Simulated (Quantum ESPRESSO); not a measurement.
MgAl3N3O, a curve over strain

A calculation, not a measurement. The program is pw.x of Quantum ESPRESSO 7.5 (plane-wave density functional theory). The cell is made up: 8 atoms on a rocksalt lattice, with randomly drawn elements, strain and displacements, not relaxed. PseudoDojo standard norm-conserving files (v0.5 for PBE, v0.4.1 for LDA and PBEsol) set the functional; there is no spin polarisation, spin-orbit coupling or dispersion term, and the masses in the input are unused placeholders.

Seven runs add a strain to one cell (along z); the atoms follow the cell and are not relaxed. Stress in the table is positive in tension.

Input of the run at -0.0023:

```
&control calculation='scf', pseudo_dir='./dojo.nc.sr.pbe.v0_5.standard.upf', outdir='./o', disk_io='medium', tprnfor=.true., tstress=.true. /
&system ibrav=0, nat=8, ntyp=4, nbnd=26, ecutwfc=84.00895049, nosym=.true., tot_charge=0,
 occupations='smearing', smearing='fd', degauss=0.0018374661
/
&electrons conv_thr=7.350e-09, electron_maxstep=60, /
ATOMIC_SPECIES
Al 1.0 Al.upf
Mg 1.0 Mg.upf
N 1.0 N.upf
O 1.0 O.upf
CELL_PARAMETERS angstrom
4.0808 0.0227 -0.0143
0.0227 4.1368 -0.0171
-0.0143 -0.0171 4.1172
ATOMIC_POSITIONS angstrom
Mg -0.0006 -0.023 0.0048
Al -0.0333 2.0574 2.0025
Al 1.9929 0.0306 2.1015
Al 2.0364 2.0733 0.0179
N 2.0102 0.0213 -0.025
N 2.0241 2.0576 2.0575
N 4.0715 0.0171 2.0832
O 4.1062 2.0739 -0.0216
K_POINTS automatic
4 4 4 1 1 1
```

| added strain | free energy less that of the input shown (eV) | stress xx (GPa) | stress yy (GPa) | stress zz (GPa) | stress xy (GPa) | pressure (GPa) | next band up at Gamma (eV) | iterations |
| --- | --- | --- | --- | --- | --- | --- | --- | --- |
| -0.0238 | 0.0894 | -10.15 | 5.05 | -14.59 | 2.79 | 6.56 | 2.812 | 11 |
| -0.0178 | 0.0551 | -9.16 | 5.87 | -11.64 | 2.80 | 4.98 | 2.766 | 12 |
| -0.0116 | 0.0276 | -8.17 | 6.70 | -8.80 | 2.80 | 3.42 | 2.714 | 11 |
| -0.0046 | 0.0053 | -7.08 | 7.61 | -5.81 | 2.81 | 1.76 | 2.652 | 12 |
| -0.0023 | 0.0000 | -6.72 | 7.91 | -4.89 | 2.81 | 1.23 | 2.630 | 12 |
| +0.0031 | -0.0091 | -5.91 | 8.58 | -2.81 | 2.82 | 0.05 | 2.578 | 12 |
| +0.0180 | -0.0105 | -3.76 | 10.37 | 2.26 | 2.83 | -2.96 | 2.429 | 12 |

A cubic fit gives a slope of stress zz against the added strain of 387 GPa at zero added strain, with the atoms clamped. Across the table the free energy follows the integral of the stress to within 0.4 meV. A rerun of one of the cells at 1437 eV and a 6 x 6 x 6 mesh moved values by no more than 0.004 eV in energy, 0.02 GPa in stress and 0.008 eV/Å in force. The band column is the level of band 21 at Gamma less that of band 20, whose number is half the electron count, rounded up; it comes from a band step after each run.